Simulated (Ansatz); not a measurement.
TlLaSe2 in 3 trial structures

TlLaSe2 was placed in 3 structures, borrowed from other compounds or built from prototypes, and relaxed with PBEsol and then r2SCAN+rVV10 in Ansatz 0.2.0, symmetry kept. Energies are static, from a final single point; gaps are the least over its mesh and special points. The cells were built from prototypes, so some may not be known phases; spin polarisation is off.

```json
{"start": "ordering on rocksalt", "ends in": "Pmmn", "volume (Å³/atom)": "31.52", "energy, r2SCAN+rVV10 (meV/atom)": "0", "gap, r2SCAN+rVV10 (eV)": "1.46", "shaken (PBEsol)": "returns (8 atoms)"}
{"start": "ordering on rocksalt (b)", "ends in": "I4_1/amd", "volume (Å³/atom)": "30.86", "energy, r2SCAN+rVV10 (meV/atom)": "26", "gap, r2SCAN+rVV10 (eV)": "1.05", "shaken (PBEsol)": "returns (8 atoms)"}
{"start": "ordering on rocksalt (c)", "ends in": "P4/nmm", "volume (Å³/atom)": "31.58", "energy, r2SCAN+rVV10 (meV/atom)": "116", "gap, r2SCAN+rVV10 (eV)": "metal", "shaken (PBEsol)": "returns (8 atoms)"}
```
Energies count from the lowest cell; the last column tells what a randomly displaced small cell does when relaxed without symmetry, which tests only the distortions that fit it.

Of the symmetric cells the lowest is the one started from ordering on rocksalt, which ends in Pmmn (No. 59), 26 meV an atom below the next (ordering on rocksalt (b)). Other structures, not tried here, could lie lower.

The cells in order of energy (the first three):
- ordering on rocksalt: Pmmn, 31.52 Å³ an atom. Tl is surrounded by 6 Se at 3.16–3.48 Å; Se is surrounded by 2 La at 2.92 Å and 4 Tl at 3.16–3.32 Å; La is surrounded by 6 Se at 2.92–3.11 Å; Se is surrounded by 4 La at 3.06–3.11 Å and 2 Tl at 3.48 Å.
- ordering on rocksalt (b): I4_1/amd, 30.86 Å³ an atom. Tl has 6 Se at 3.11–3.43 Å; Se has 3 La at 2.97–3.11 Å and 3 Tl at 3.11–3.43 Å; La has 6 Se at 2.97–3.11 Å.
- ordering on rocksalt (c): P4/nmm, 31.58 Å³ an atom. Around Tl lie 5 Se at 3.19–3.45 Å; around Se lie 1 La at 2.73 Å and 5 Tl at 3.19–3.45 Å; around Se lie 5 La at 3.10–3.19 Å; around La lie 6 Se at 2.73–3.19 Å.

The lowest symmetric cell:
```xyz
8
Lattice="4.3625 0.0000 0.0000 0.0000 6.2140 0.0000 0.0000 0.0000 9.3019" Properties=species:S:1:pos:R:3 pbc="T T T"
Tl    0.0000    0.0000    8.3271
Se    0.0000    3.1070    7.7766
Tl    2.1812    3.1070    0.9747
Se    2.1812    0.0000    1.5253
La    0.0000    0.0000    3.4705
Se    0.0000    3.1070    3.6811
La    2.1812    3.1070    5.8314
Se    2.1812    0.0000    5.6208
```

Spin-orbit coupling is left out; in compounds of Pb, Bi, Tl or Hg it can lower a gap by up to about 1 eV, split its edges or invert the bands.
